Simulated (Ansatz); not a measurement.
Si₂W (fluorite or antifluorite type, Fm-3m) under volume change, PBE (plane waves, PAW; program Ansatz), scaled uniformly.

```
V (Å³/atom)  E − E(relaxed) (meV/atom)  P (GPa)
-----------  -------------------------  -------
15.526                            67.9    15.41
16.038                            28.6     9.41
16.550                             ___      ___
17.062                             0.0     0.00
17.574                             6.4    -3.91
18.086                            24.1    -7.07
18.598                             ___      ___
```

Problem. Complete the blanks.

Solution. 
- 16.550, E − E(relaxed) (meV/atom): 6.7
- 16.550, P (GPa): 4.34
- 18.598, E − E(relaxed) (meV/atom): 51.4
- 18.598, P (GPa): -10.00

Problem. What does a third-order Birch–Murnaghan fit give for V₀, B₀ and B′?

Solution. V₀ = 17.06 Å³/atom, B₀ = 136 GPa, B′ = 3.9.

The cell is a constructed one: a structure type filled with these elements; neither database checked (COD, Materials Project) lists it. It is not the phase usual at ambient conditions (space group No. 139). The PBE relaxation kept the symmetry of its start; its stability against distortions is not shown here. The run is not spin-polarised. Spin–orbit coupling is left out wherever it is not named.

Potentials: the later of the program's two PAW sets.
